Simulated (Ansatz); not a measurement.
The elements of this relaxed trial crystal are hidden behind letters.

```
lattice vectors (Å)
   2.7813    0.0000    0.0000
   0.0000    4.8407    0.0000
   0.0000    0.0000    5.7134
fractional positions
X 0.5000 0.0000 0.4269
X 0.5000 0.5000 0.0367
X 0.0000 0.0000 0.9633
X 0.0000 0.5000 0.5731
Z 0.5000 0.0000 0.7508
Z 0.0000 0.5000 0.2492
```

Computed with DFT PBE, scalar-relativistic, plane waves, PAW in Ansatz. Cutoff 420 eV, Γ-centred 14×8×8 mesh (6-atom cell), Gaussian smearing of 0.10 eV, no spin polarisation.

- Space group: Pmmn (No. 59)
- Conventional cell: a = 2.781 Å, b = 4.841 Å, c = 5.713 Å
- Volume per atom: 12.82 Å³
- Density: 2.37 g/cm³
- Energy over the elements: +0.20 eV/atom
- Gap on the 14×8×8 mesh of the 6-atom cell: 0 eV (a metal)

Energies are uncorrected and count from the elements' standard states at the same level.

Problem. X is a p-block element of period 3 and Z is an s-block element of period 1. Which elements are they?

Solution. X = Al, Z = H, so the formula is Al2H. Density times volume gives a mean mass of 2.37 × 12.82/1.6605 = 18.3 u per atom, and this set has 18.3 u. Among the elements that the hints allow, noble gases aside, only these give it. Al on its first site has 1 H at 1.85 Å; Al on its second site has 2 H at 1.85 Å; H has 3 Al at 1.85 Å.

This cell was reached by moving the atoms of another relaxed cell at random and relaxing again, last within the group found; it had no such test of its own.
